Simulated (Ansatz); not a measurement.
Relaxed-ion elastic tensor of TaGa₃ (Cu3Au type, Pm-3m) in GPa (Voigt order), DFT-r²SCAN in the program Ansatz with PAW potentials; density 10.21 g/cm³, 15.87 Å³ per atom.

```
 122   130   130   0.0   0.0   0.0
 130   122   130   0.0   0.0   0.0
 130   130   122   0.0   0.0   0.0
 0.0   0.0   0.0  37.9   0.0   0.0
 0.0   0.0   0.0   0.0  37.9   0.0
 0.0   0.0   0.0   0.0   0.0  37.9
```

### Question
Is the crystal mechanically stable?

### Answer
No: the smallest eigenvalue of C is -8.3 GPa.

The cell is a constructed one: a structure type filled with these elements; neither database checked (COD, Materials Project) lists it. COD files the formula under space group No. 139, so this cell is another polymorph or a model. Whether it is the stable phase at ambient conditions was not checked. Symmetry was held in the r²SCAN relaxation. At this level the phase is mechanically unstable. No spin polarisation was allowed. As this level gives no gap, shear constants depend on the k-mesh and smearing (Fermi–Dirac, 0.1 eV here). Scalar-relativistic: spin–orbit coupling is off unless named, which matters more the heavier the elements.

Potentials: the earlier of the program's two PAW sets.
